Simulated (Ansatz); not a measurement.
One crystal and one scan (scan of one atom of the cell) at two levels, r2SCAN (plane waves to 500 eV, PAW, scalar-relativistic; Ansatz, a program for electronic structure) and PBE (plane waves to 420 eV, PAW, scalar-relativistic; Ansatz), each from its own relaxed cell and on its own mesh. The cell shown is that of r2SCAN.

Relaxed MgO (rock salt):

```
MgO
1.0
    0.00000     2.10219     2.10219
    2.10219     0.00000     2.10219
    2.10219     2.10219     0.00000
O Mg
1 1
Direct
  0.00000   0.00000   0.00000
  0.50000   0.50000   0.50000
```

In each cell atom 1 (O, nearest neighbour Mg at 2.102 Å; its periodic images, 3.0 Å or more away, move with it) moves by s·(1.000, 0.000, 0.000) (along Cartesian x), the rest being held.

The energy includes the smearing's −TS. MgO was relaxed with its symmetry unable to fall. Percentages come from the unrounded values.

Results of r2SCAN:

```
Quantity                                                                                                                           Value
------------------------------------------------------------------------  --------------------------------------------------------------
Lattice constant a (Å)                                                                                                             4.204
Force constant k = d²E/ds² at s = 0 (finite differences) (eV/Å²)                                                                    5.63
Zone-centre optical wavenumber from k (transverse: no LO-TO term) (cm⁻¹)                                                             398
Shape of the curve                                                        a single well with its minimum at or next to zero displacement
```

Question: What does PBE give for the same quantities?

Answer: 
```json
[
 {"quantity": "Lattice constant a (Å)", "PBE": "4.254", "r2SCAN − PBE": "-0.050 (-1.2 %)"},
 {"quantity": "Force constant k = d²E/ds² at s = 0 (finite differences) (eV/Å²)", "PBE": "4.71", "r2SCAN − PBE": "+0.92 (+19 %)"},
 {"quantity": "Zone-centre optical wavenumber from k (transverse: no LO-TO term) (cm⁻¹)", "PBE": "364", "r2SCAN − PBE": "+34 (+9.3 %)"}
]
```

r2SCAN gives the higher value for: force constant k = d²E/ds² at s = 0; zone-centre optical wavenumber from k. r2SCAN gives the lower value for: lattice constant a. Both give the same shape of the curve: a single well with its minimum at or next to zero displacement. Neither level is exact: the differences show how much the result hangs on the functional.

(For displaced atoms, the force is minus the slope of the energy, and its curvature is a force constant, which sets phonon frequencies.)
